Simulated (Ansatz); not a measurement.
W (bcc, W type)

```xyz
2
Lattice="-3.1693 3.1693 3.1693 1.5846 -1.5846 1.5846 1.5846 1.5846 -1.5846" Properties=species:S:1:pos:R:3 pbc="T T T"
W      0.0000     0.0000     0.0000
W     -1.5846     1.5846     1.5846
```

The atoms are displaced by Q × the pattern below (from a DFPT mode at N = (0.5, 0.0, 0.0), largest move 1; Q in Å), at fixed cell. (q is in reciprocal vectors of the primitive cell; the cell shown is doubled to hold the pattern.)

| atom | x | y | z |
|---|---|---|---|
| W1 | 0.000 | 0.707 | -0.707 |
| W2 | 0.000 | -0.707 | 0.707 |

All values below come from r2SCAN (plane waves to 500 eV, PAW, scalar-relativistic; Ansatz, a quantum-chemistry and plane-wave program). k mesh 21×21×21 (Γ-centred), Fermi-Dirac smearing 0.05 eV. The energy includes the smearing's −TS. With partly filled bands, energies and forces of such displacements shift with the k mesh and the smearing. Spin-orbit coupling is left out, though W is heavy. W is run without spin polarisation. W was relaxed with its symmetry unable to fall. The zero of ΔE is the undisplaced structure. The last digit holds for this mesh only.

```json
[
 {"Q (Å)": "-0.2800", "ΔE (meV/cell)": "887.7"},
 {"Q (Å)": "-0.2333", "ΔE (meV/cell)": "687.9"},
 {"Q (Å)": "-0.1867", "ΔE (meV/cell)": "481.8"},
 {"Q (Å)": "-0.1400", "ΔE (meV/cell)": "289.7"},
 {"Q (Å)": "-0.0933", "ΔE (meV/cell)": "withheld"},
 {"Q (Å)": "-0.0467", "ΔE (meV/cell)": "34.7"},
 {"Q (Å)": "0.0000", "ΔE (meV/cell)": "0.0"},
 {"Q (Å)": "0.0467", "ΔE (meV/cell)": "34.7"},
 {"Q (Å)": "0.0933", "ΔE (meV/cell)": "withheld"},
 {"Q (Å)": "0.1400", "ΔE (meV/cell)": "289.7"},
 {"Q (Å)": "0.1867", "ΔE (meV/cell)": "481.8"},
 {"Q (Å)": "0.2333", "ΔE (meV/cell)": "687.9"},
 {"Q (Å)": "0.2800", "ΔE (meV/cell)": "887.7"}
]
```

Problem. Fit an even polynomial form (powers 2, 4, 6) to the given rows and predict ΔE at Q = 0.0933.

Solution. Least squares on the 11 given rows: ΔE = (16120)·Q² + (-70070)·Q⁴ + (113300)·Q⁶, in meV/cell with Q in Å; root-mean-square residual 0.16 meV/cell. At 0.0933 the fit gives 135.1 meV/cell; the calculation gives 134.8 meV/cell, so the interpolation is off by 0.3 (+0.2 %). The quadratic term alone would give 140.3 meV/cell.

(A displaced cell: forces are minus the slopes of the energy, force constants its curvatures, and phonons follow from these.)
